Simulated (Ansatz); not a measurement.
Mg₂ScTi₃S₈, one structure, two calculations

Cell: a computed structure from the Materials Project (it need not be an observed phase), taken as it stands.

Space group C2/m (No. 12); a = 12.6969, b = 7.3205, c = 7.4426 Å, β = 124.73°.

| site | Wyckoff | site symmetry | x | y | z |
| --- | --- | --- | --- | --- | --- |
| Mg | 4i | m | 0.1263 | 0.0000 | 0.8785 |
| Sc | 2b | 2/m | 0.5000 | 0.0000 | 0.0000 |
| Ti4 | 4f | -1 | 0.2500 | 0.2500 | 0.5000 |
| Ti5 | 2d | 2/m | 0.5000 | 0.0000 | 0.5000 |
| S7 | 4i | m | 0.2592 | 0.0000 | 0.2779 |
| S8 | 8j | 1 | 0.5116 | 0.2344 | 0.2689 |
| S10 | 4i | m | 0.7458 | 0.0000 | 0.2691 |

One atom of each set is listed; the run and its k-mesh use a cell of 14 atoms with edges of 7.33, 7.33, 7.44 Å.

First run. Computed with Ansatz: DFT, PBE, plane waves and PAW, scalar-relativistic, collinear spin, 420 eV cutoff, Γ-centred 6×6×6 k-points, Fermi–Dirac smearing 0.05 eV. Start moments as typed (μB): 1 on each Ti, none on the rest.

| site | V_zz (10²¹ V/m²) | η | m (μB) |
| --- | --- | --- | --- |
| Mg | -0.27 | 0.04 | 0.01 |
| Sc | -0.11 | 0.41 | 0.05 |
| Ti4 | -0.49 | 0.82 | 0.66 |
| Ti5 | -0.49 | 0.62 | 0.67 |
| S7 | 0.73 | 0.03 | -0.01 |
| S8 | -1.51 | 0.68 | -0.01 |
| S10 | -1.53 | 0.71 | -0.01 |

Second run. The same atoms and settings, except that the functional is r2SCAN and the cutoff is 500 eV.

Q: Given the first result, estimate the second.

A: 

| site | V_zz | η | change of V_zz | m (μB) |
| --- | --- | --- | --- | --- |
| Mg | -0.30 | 0.04 | -0.03 | 0.01 |
| Sc | -0.50 | 0.09 | -0.39 | 0.03 |
| Ti4 | -3.93 | 0.70 | – | 0.78 |
| Ti5 | -4.01 | 0.70 | – | 0.79 |
| S7 | -0.094 | 0.21 | -0.82 | -0.02 |
| S8 | -0.95 | 0.34 | +0.56 | -0.01 |
| S10 | -0.97 | 0.39 | +0.56 | -0.01 |

The largest change of V_zz along a kept axis is on S7, from 0.73 to -0.094. The whole tensor moves most on Ti5, by 4.07 along its most changed direction. Small gradients that grow severalfold: Ti4 (-0.49 to -3.93), Ti5 (-0.49 to -4.01). Where |V_zz| stays above 0.1 and the axes keep their order, η moves most on S8, from 0.68 to 0.34. V_zz changes sign on S7 (axis turned by 11°). On Ti4, Ti5 the largest principal value lies along another axis in the second run, so the two V_zz can't be compared directly. The absolute magnetisation of the cell goes from 3.0 to 3.4 μB.

With no gap above 0.1 eV, as in a metal, the gradients converge slowly in k; expect changes of a tenth or more on a denser mesh. Semilocal functionals can leave a metal where correlation in the d or f shell opens a gap in the real compound, and that would change the values at and beside Ti. All moments are parallel here, as the start or the cell imposes; many such compounds order antiparallel, where fields and spin densities carried over to other atoms largely cancel. The magnetic order is the one that the run reached from its start moments, not necessarily the measured one (the real compound may not order at all).
For the second run: The program didn't check the stability of this electronic state in full, so a lower one may lie near.
